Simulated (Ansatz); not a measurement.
OsC:
```
CELL_PARAMETERS angstrom
      2.91681     0.00000     0.00000
     -1.45840     2.52603     0.00000
      0.00000     0.00000     2.70616
ATOMIC_POSITIONS crystal
  Os 0.00000 0.00000 0.00000
  C  0.66667 0.33333 0.50000
```

Relaxed with PBEsol. Special points in fractions of this cell's reciprocal vectors: Γ (0.000, 0.000, 0.000); M (0.500, 0.000, 0.000); K (0.333, 0.333, 0.000); A (0.000, 0.000, 0.500); L (0.500, 0.000, 0.500); H (0.333, 0.333, 0.500).

Question: List the band energies nearest the Fermi level at these points for PBEsol in the plane-wave PAW code Ansatz.

Answer: In eV from the Fermi level; about four levels below and three above (degenerate sets whole), none deeper than 8.9 eV; … stands for higher levels left out; points with the same levels are listed once.

```tsv
k	below	above
Γ	-6.38 -6.38 -1.47 -0.83 -0.83	3.06 3.06 …
M	-6.54 -5.80 -3.19 -1.44	0.38 0.60 4.24
K	-5.65 -2.58 -2.17 -1.89	0.07 5.73 …
A	-5.45 -5.45 -3.80 -3.80	0.87 1.71 1.71
L	-7.44 -6.54 -2.27	0.05 1.05 3.41
H	-8.11 -4.08 -3.53	0.31 2.50 3.67
```

Space group P-6m2. The cell is a constructed one: a structure type filled with these elements; neither database checked (COD, Materials Project) lists it. Its standing as an ambient phase is unchecked. Symmetry was held in the PBEsol relaxation; whether a distortion lowers the energy is not shown. The run is not spin-polarised. Spin–orbit coupling is left out wherever it is not named.

Potentials: the earlier of the program's two PAW sets. The files were generated under PBE; for other functionals the program regenerates the frozen cores, and for LDA and PBEsol the local potential too.
